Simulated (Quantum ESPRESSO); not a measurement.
pw.x input (Quantum ESPRESSO 7.5; PBE, PseudoDojo standard norm-conserving files, scalar-relativistic):

```
&CONTROL
  calculation = 'scf'
  pseudo_dir = './pseudo'
  outdir = './out'
  tprnfor = .true.
  tstress = .true.
/
&SYSTEM
  ibrav = 0
  nat = 2
  ntyp = 2
  ecutwfc = 102.0
  ecutrho = 408.0
  occupations = 'smearing'
  smearing = 'fd'
  degauss = 0.002
  nbnd = 22
/
&ELECTRONS
  conv_thr = 2e-10
/
ATOMIC_SPECIES
Se 78.9710 Se.upf
Cd 112.4140 Cd.upf
CELL_PARAMETERS angstrom
  0.000000000000   3.041451763000   3.041451763000
  3.041451763000   0.000000000000   3.041451763000
  3.041451763000   3.041451763000   0.000000000000
ATOMIC_POSITIONS crystal
Se   0.250000000000   0.250000000000   0.250000000000
Cd   0.000000000000   0.000000000000   0.000000000000
K_POINTS automatic
8 8 8 0 0 0
```

End of the output:

```
     total energy              =    -593.23069057 Ry
     estimated scf accuracy    <          7.9E-09 Ry
     total energy              =    -593.23069057 Ry
     estimated scf accuracy    <          1.4E-09 Ry
     total energy              =    -593.23069057 Ry
     estimated scf accuracy    <          2.0E-10 Ry
[...]
     the Fermi energy is     8.0875 ev
!    total energy              =    -593.23069057 Ry
     estimated scf accuracy    <          1.3E-12 Ry
     smearing contrib. (-TS)   =      -0.00000000 Ry
     internal energy E=F+TS    =    -593.23069057 Ry
     The total energy is F=E-TS. E is the sum of the following terms:
     one-electron contribution =    -391.54497957 Ry
     hartree contribution      =     201.52988519 Ry
     xc contribution           =     -96.91704093 Ry
     ewald contribution        =    -306.29855526 Ry
     convergence has been achieved in  10 iterations
     Forces acting on atoms (cartesian axes, Ry/au):
     atom    1 type  1   force =    -0.00000000    0.00000000   -0.00000000
     atom    2 type  2   force =     0.00000000   -0.00000000   -0.00000000
     Total force =     0.000000     Total SCF correction =     0.000000
     Computing stress (Cartesian axis) and pressure
          total   stress  (Ry/bohr**3)                   (kbar)     P=       28.18
   0.00019154   0.00000000   0.00000000           28.18        0.00        0.00
   0.00000000   0.00019154   0.00000000            0.00       28.18        0.00
   0.00000000   0.00000000   0.00019154            0.00        0.00       28.18
```
In a gapped system the printed Fermi energy is only some level inside the gap.

Spin-orbit coupling is not included.

Geometry relaxed with PBEsol.
